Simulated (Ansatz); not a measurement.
Level of theory: Ansatz 0.2.0, DFT PBE, scalar-relativistic, plane waves, PAW. All cells share a 420 eV cutoff and Γ-centred k meshes spaced at most about 0.3 Å⁻¹ (about 0.25 or finer for metals, 2π included). No spin polarisation in the final relaxations.

Temperature and zero-point effects are left out. Lower structures may exist.

Question: Which of these relaxed structures of CuSn3 is the lowest in energy?
A.

```
Cu Sn
1.0
     0.00000    3.63317    3.63317
     3.63317    0.00000    3.63317
     3.63317    3.63317    0.00000
Cu Sn
1 3
Direct
  0.00000 0.00000 0.00000
  0.50000 0.50000 0.50000
  0.25000 0.25000 0.25000
  0.75000 0.75000 0.75000
```

B.

```
Cu Sn
1.0
     5.19506    0.00000    0.00000
    -2.59753    4.49905    0.00000
     0.00000    0.00000    4.98695
Cu Sn
1 3
Direct
  0.00000 0.00000 0.50000
  0.33333 0.66667 0.50000
  0.66667 0.33333 0.50000
  0.00000 0.00000 0.00000
```

C.

```
Cu Sn
1.0
    -2.31349    2.31349    4.46734
     2.31349   -2.31349    4.46734
     2.31349    2.31349   -4.46734
Cu Sn
1 3
Direct
  0.00000 0.00000 0.00000
  0.75000 0.25000 0.50000
  0.25000 0.75000 0.50000
  0.50000 0.50000 0.00000
```

Answer: C. It has the TiAl3 (D0_22) type, space group I4/mmm (No. 139); the next, A, with the BiF3 (D0_3) type, space group Fm-3m (No. 225), lies 31 meV/atom higher. Counting all near atoms (those within 1.25 times the shortest distance at each site; a plus sign parts nearer from farther groups), the lowest has Cu 12, Sn 12 and the next has Cu 8+6, Sn 8+6. Even the lowest lies +0.23 eV/atom against the elements.

The I4/mmm cell at 23.9 Å³/atom was relaxed from a Materials Project cell. Cells relaxed within their symmetry can be saddle points. Some structure types and database cells were kept out of the candidates from the start, so a known form may be missing.
